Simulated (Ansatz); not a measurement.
Starting structure, N put at a bridge Ti-Al site (TiAl, P4/mmm (No. 123), (1 1 0) face):

```xyz
9
Lattice="3.9530 0.0000 0.0000 0.0000 4.0387 0.0000 0.0000 0.0000 24.9294" Properties=species:S:1:pos:R:3 pbc="T T T"
Ti    1.9765    0.0000    8.5000
Al    0.0000    2.0194    8.5000
Ti    0.0000    0.0000   10.4765
Al    1.9765    2.0194   10.4765
Ti    1.9765    0.0000   12.4375
Al    0.0000    2.0194   12.4776
Ti    0.0000    0.0000   14.3478
Al    1.9765    2.0194   14.4099
N     0.9882    3.0291   16.1899
```

Computed with Ansatz 0.2.0, DFT PBEsol, scalar-relativistic, plane waves, PAW. Settings: cutoff 420 eV, Γ-centred mesh 7×7×1 on the computed 9-atom cell, Gaussian smearing of 0.10 eV; no spin polarisation. The cell repeats along c with a dipole correction in the vacuum.

Atoms 1, 2, 3, 4 (counted from 1) are held. The cell is fixed. Force threshold 0.03 eV/Å.

```tsv
step	E − E_final (eV)	largest force (eV/Å)
1	4.571	5.058
2	2.814	4.541
3	1.908	1.656
4	1.637	0.671
5	1.386	0.856
6	1.093	0.871
7	0.815	0.855
8	0.551	0.676
9	0.313	0.576
10	0.148	0.333
11	0.045	0.225
12	0.004	0.201
13	0.000	0.013
14	0.000	0.014
```

Task: What is the final structure?

Result:
```
CELL_PARAMETERS angstrom
3.95295 0.00000 0.00000
0.00000 4.03874 0.00000
0.00000 0.00000 24.92943
ATOMIC_POSITIONS crystal
Ti 0.50000 0.00000 0.34096
Al 0.00000 0.50000 0.34096
Ti 0.00000 0.00000 0.42025
Al 0.50000 0.50000 0.42025
Ti 0.50011 0.00013 0.49822
Al 0.00020 0.50025 0.50100
Ti 0.00051 0.00027 0.57817
Al 0.50052 0.50051 0.57715
N 0.00049 0.50021 0.59601
```

The end is the local minimum or symmetric point that this start leads to. The slab is only 5.9 Å thick, so the energy isn't converged with thickness.

Spin polarisation was left out, and a magnetic state may lie lower.